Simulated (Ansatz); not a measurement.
# Ti-49 NMR of the central transition in TiSnP2O8

Cell: a computed structure from the Materials Project (it need not be an observed phase).

```cif
data_TiSnP2O8
_symmetry_space_group_name_H-M 'P2_1/m'
_symmetry_Int_Tables_number 11
_cell_length_a 5.0711
_cell_length_b 6.2376
_cell_length_c 10.9336
_cell_angle_alpha 90.000
_cell_angle_beta 91.684
_cell_angle_gamma 90.000
loop_
_atom_site_label
_atom_site_type_symbol
_atom_site_symmetry_multiplicity
_atom_site_Wyckoff_symbol
_atom_site_fract_x
_atom_site_fract_y
_atom_site_fract_z
Ti Ti 2 e 0.4328 0.2500 0.7953
Sn Sn 2 e 0.9638 0.7500 0.7247
P5 P 2 e 0.4486 0.7500 0.9120
P6 P 2 e 0.8367 0.2500 0.6318
O9 O 2 e 0.6207 0.2500 0.9497
O10 O 2 e 0.7459 0.7500 0.8982
O11 O 4 f 0.3085 0.9489 0.8489
O13 O 4 f 0.6756 0.0636 0.6953
O15 O 2 e 0.1248 0.2500 0.6898
O16 O 2 e 0.1674 0.7500 0.5041
```

One atom of each set is listed.

Computed with Ansatz: DFT, PBE, plane waves and PAW, scalar-relativistic, 420 eV cutoff, Γ-centred 4×4×2 k-points, Fermi–Dirac smearing 0.02 eV.

Ti-49 has I = 7/2 and Q = 247.0 mb (Pyykkö 2018); at 7.05 T its Larmor frequency is ν₀ = 17.0 MHz. Only the quadrupole interaction is simulated: positions count from each site's isotropic chemical shift, and shift anisotropy, dipolar and J coupling are left out.

Problem. Simulate the second-order pattern (static powder, Gaussian broadening 20 kHz) of site Ti (6 O at 1.91–2.07 Å).

Solution. The calculation gives C_Q = 30.3 MHz and η = 0.70, so ν_Q = 2.17 MHz and the centre of gravity lies at -9494 ppm (-161 kHz).

| offset (kHz) | height |
| --- | --- |
| -849.2 | 0 |
| -792.2 | 12 |
| -735.3 | 34 |
| -678.4 | 36 |
| -621.5 | 38 |
| -564.5 | 40 |
| -507.6 | 42 |
| -450.7 | 45 |
| -393.8 | 48 |
| -336.8 | 53 |
| -279.9 | 59 |
| -223.0 | 68 |
| -166.1 | 90 |
| -109.1 | 91 |
| -52.2 | 78 |
| 4.7 | 78 |
| 61.6 | 76 |
| 118.6 | 100 |
| 175.5 | 49 |
| 232.4 | 37 |
| 289.3 | 33 |
| 346.3 | 31 |
| 403.2 | 10 |
| 460.1 | 0 |

The largest force is 0.3 eV/Å, so the atoms aren't at the calculated equilibrium and relaxing them would move these values.

The run took 67 s of wall time (67 s of CPU time) and 0.95 GiB at its peak, on 1 thread of Arm Neoverse V2 (aarch64; 8 cores open to the job, memory cap 2.5 GiB, no GPU), a shared host with a load of 0.3 a core.
